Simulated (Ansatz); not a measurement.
According to the program Ansatz at the PBE+D3(BJ) level (PAW), SiC in the hexagonal phase (P6_3/mmc; Si on 2c, C on 2d) relaxes to a = 3.123 Å, c = 5.223 Å. Si has 3 nearest neighbours from 1.80 Å (trigonal planar); C has 3 nearest neighbours from 1.80 Å (trigonal planar). Against the elements it lies at 0.18 eV/atom, with no fitted shifts.

The Kohn–Sham gap is 0.98 eV (indirect). The valence maximum lies on the Γ–M line, 19 % of the way from Γ and the conduction minimum at M (3 equivalent valleys). Electrons at the band edge weigh 0.15, 1.0, 1.0 mₑ (principal values).

The start of the workflow was typed in or built on a structure type; neither database checked (COD, Materials Project) lists it. It is not the phase usual at ambient conditions (space group No. 186, 216). The cell was relaxed with PBE+D3(BJ) under the symmetry of its start; whether a distortion lowers the energy is not shown. The volume moved by -44 % from the start of the relaxation. Its formation energy is positive at this level, so the cell may be metastable or incomplete. The references are the lowest solids computed at this level, not always the standard phases.

Potentials: the later of the program's two PAW sets.
